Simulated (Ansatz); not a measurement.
Mo (bcc, W type)

```yaml
crystal:
  lattice:
    - [-1.58038, 1.58038, 1.58038]
    - [1.58038, -1.58038, 1.58038]
    - [1.58038, 1.58038, -1.58038]
  atoms:
    - { symbol: Mo, position: [0.00000, 0.00000, 0.00000] }
```

The slice is a {211} plane (indices of the conventional cell) through the point (0.000, 0.000, 0.000) (fractional), spanned by u = [111] and v = [1 0 -1] in vectors of this cell: u (2.74 Å) and v (4.47 Å, at 90° to u). It covers one period; positions are fractions (u, v).

Calculation: PBE (plane waves to 420 eV, PAW, scalar-relativistic; Ansatz, a program for electronic structure). k mesh 21×21×21. Near the nuclei the fields are pseudised (PAW); where an atom keeps semicore shells as valence, they peak there. Mo is run without spin polarisation. Mo was relaxed with its symmetry unable to fall. The PAW data are Ansatz's earlier set.

**Question.** What is the ELF at the midpoint of the shortest Mo–Mo line in this plane (2.74 Å)?

**Answer.** 0.3.

**Question.** What is the valence density on the shortest Mo–Mo line in this plane (2.74 Å), at its midpoint?

**Answer.** 0.37 e/Å³.

**Question.** Sketch the valence electron density on this plane as a map.

**Answer.** 
```
v \ u  0.00  0.13  0.27  0.40  0.53  0.67  0.80  0.93
-----  ----  ----  ----  ----  ----  ----  ----  ----
0.92    0.8   0.7   0.2  -0.4  -0.5  -0.2   0.5   0.8
0.83    0.3   0.1  -0.3  -0.5  -0.6  -0.4  -0.1   0.3
0.75   -0.4  -0.4  -0.5  -0.6  -0.6  -0.6  -0.5  -0.4
0.67   -0.6  -0.6  -0.6  -0.6  -0.6  -0.6  -0.6  -0.6
0.58   -0.6  -0.6  -0.5  -0.5  -0.5  -0.5  -0.6  -0.6
0.50   -0.6  -0.6  -0.5  -0.4  -0.4  -0.5  -0.6  -0.6
0.42   -0.6  -0.6  -0.5  -0.5  -0.5  -0.5  -0.6  -0.6
0.33   -0.6  -0.6  -0.6  -0.6  -0.6  -0.6  -0.6  -0.6
0.25   -0.4  -0.4  -0.5  -0.6  -0.6  -0.6  -0.5  -0.4
0.17    0.3   0.1  -0.3  -0.5  -0.6  -0.4  -0.1   0.3
0.08    0.8   0.7   0.2  -0.4  -0.5  -0.2   0.5   0.8
0.00    0.8   0.8   0.4  -0.3  -0.4   0.0   0.7   0.8
```

Values: log₁₀ of the valence density in e/Å³. The scale is logarithmic, as a density can span decades between atoms and voids.
